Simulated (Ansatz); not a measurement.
**SnC2S2N2 — electrostatic potentials at the S nuclei**

Cell: a COD entry whose atoms were relaxed with PBE, the cell held.

```cif
data_SnC2S2N2
_symmetry_space_group_name_H-M 'P-1'
_symmetry_Int_Tables_number 2
_cell_length_a 4.8792
_cell_length_b 5.6694
_cell_length_c 10.1845
_cell_angle_alpha 100.369
_cell_angle_beta 97.316
_cell_angle_gamma 93.225
loop_
_atom_site_label
_atom_site_type_symbol
_atom_site_symmetry_multiplicity
_atom_site_Wyckoff_symbol
_atom_site_fract_x
_atom_site_fract_y
_atom_site_fract_z
Sn Sn 2 i 0.6773 0.1912 0.2430
C3 C 2 i 0.3103 0.6018 0.1253
C5 C 2 i 0.2990 0.2495 0.5025
S7 S 2 i 0.2357 0.8642 0.0934
S9 S 2 i 0.1240 0.2809 0.6291
N11 N 2 i 0.3540 0.4088 0.1475
N13 N 2 i 0.4176 0.2233 0.4075
```

One atom of each set is listed.

Method: Kohn–Sham DFT in Ansatz, PBE, plane waves and PAW, scalar-relativistic, 420 eV cutoff, Γ-centred 6×5×3 k-points, Fermi–Dirac smearing 0.02 eV.

The potential at a nucleus is that of all electrons and the other nuclei. A higher potential binds the core electrons more strongly, so differences between sites of one element are the initial-state part of core-level shifts.

(1) Rank the S sites by the potential at the nucleus, lowest first, and give each against the lowest.
A. S7: 1 C at 1.63 Å; also 1 Sn at 2.85 Å
B. S9: 1 C at 1.62 Å; also 2 Sn at 3.09–3.32 Å

Results:

(1) B (0.00 V), A (0.24 V).
